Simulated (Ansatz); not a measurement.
TePtSe:
```xyz
3
Lattice="3.9057 0.0000 0.0000 -1.9529 3.3824 0.0000 0.0000 0.0000 5.1712" Properties=species:S:1:pos:R:3 pbc="T T T"
Te     0.0000     0.0000     1.3455
Pt     0.0000     2.2550     5.1302
Se     1.9529     1.1275     3.8666
```

Relaxed with r²SCAN+D4. Special points in fractions of this cell's reciprocal vectors: Γ (0.000, 0.000, 0.000); M (0.500, 0.000, 0.000); K (0.333, 0.333, 0.000); A (0.000, 0.000, 0.500); L (0.500, 0.000, 0.500); H (0.333, 0.333, 0.500).

Problem. List the band energies nearest the Fermi level at these points for the program Ansatz at the r²SCAN+D4 with spin–orbit coupling level (PAW).

Solution. In eV from the Fermi level; about four levels below and three above (degenerate sets whole), none deeper than 8.9 eV; points with the same levels are listed once.

```tsv
k	below	above
Γ	-1.35 -1.35 -0.68 -0.68	0.84 0.84 1.29 1.29
M	-3.34 -3.34 -2.86 -2.86	0.40 0.40 2.38 2.38
K	-1.93 -1.87 -0.41 -0.31	0.16 0.25 3.37
A	-1.64 -1.64 -1.24 -1.24	2.22 2.22 2.38 2.38
L	-2.82 -2.82 -1.13 -1.13	0.70 0.70 1.46 1.46
H	-2.85 -2.73 -2.68 -2.52	1.73 1.94 2.42
```

Space group P3m1. The first step of the workflow began from a Materials Project structure, measured or hypothetical; the Crystallography Open Database copy checked does not list it. With Te and Se taken as one species the cell has the higher symmetry P-3m1, so it may be an ordered model of a mixed-site phase. Whether it is the stable phase at ambient conditions was not checked. The cell was relaxed with r²SCAN+D4 under the symmetry of its start; whether a distortion lowers the energy is not shown. The run is not spin-polarised.

Potentials: the later of the program's two PAW sets.
